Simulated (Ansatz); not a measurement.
Computed with DFT PBE, scalar-relativistic, plane waves, PAW in Ansatz 0.2.0. All cells share a 420 eV cutoff and Γ-centred k meshes spaced at most about 0.3 Å⁻¹ (about 0.25 or finer for metals, 2π included). No spin polarisation in the final relaxations.

Temperature and zero-point effects are left out. All come from trial cells, and lower structures may exist.

**Question.** Which of these relaxed structures of MgCd3O4 is the lowest in energy?
A.

```cif
data_structure
_symmetry_space_group_name_H-M 'Pmmm'
_symmetry_Int_Tables_number 47
_cell_length_a 3.2759
_cell_length_b 4.6667
_cell_length_c 6.6427
_cell_angle_alpha 90.000
_cell_angle_beta 90.000
_cell_angle_gamma 90.000
_cell_volume 101.55
loop_
_atom_site_label
_atom_site_type_symbol
_atom_site_symmetry_multiplicity
_atom_site_Wyckoff_symbol
_atom_site_fract_x
_atom_site_fract_y
_atom_site_fract_z
_atom_site_occupancy
Mg1 Mg 1 a 0.00000 0.00000 0.00000 1
Cd1 Cd 2 t 0.50000 0.50000 0.24445 1
Cd2 Cd 1 c 0.00000 0.00000 0.50000 1
O1 O 1 e 0.00000 0.50000 0.00000 1
O2 O 2 s 0.50000 0.00000 0.22372 1
O3 O 1 g 0.00000 0.50000 0.50000 1
```

B.

```cif
data_structure
_symmetry_space_group_name_H-M 'Pm-3m'
_symmetry_Int_Tables_number 221
_cell_length_a 4.6800
_cell_length_b 4.6800
_cell_length_c 4.6800
_cell_angle_alpha 90.000
_cell_angle_beta 90.000
_cell_angle_gamma 90.000
_cell_volume 102.51
loop_
_atom_site_label
_atom_site_type_symbol
_atom_site_symmetry_multiplicity
_atom_site_Wyckoff_symbol
_atom_site_fract_x
_atom_site_fract_y
_atom_site_fract_z
_atom_site_occupancy
Mg1 Mg 1 b 0.50000 0.50000 0.50000 1
Cd1 Cd 3 d 0.50000 0.00000 0.00000 1
O1 O 3 c 0.00000 0.50000 0.50000 1
O2 O 1 a 0.00000 0.00000 0.00000 1
```

**Answer.** A. It has Mg and Cd ordered on rock salt sites, space group Pmmm (No. 47); the next, B, with Mg and Cd ordered on rock salt sites, space group Pm-3m (No. 221), lies 28 meV/atom higher. Counting O atoms around Cd and Mg (those within 1.25 times the shortest such distance or 1.15 times the sum of covalent radii), the lowest and the next both have Mg 6, Cd 6.

Cells relaxed within their symmetry can be saddle points. Some structure types and database cells were kept out of the candidates from the start, so a known form may be missing.
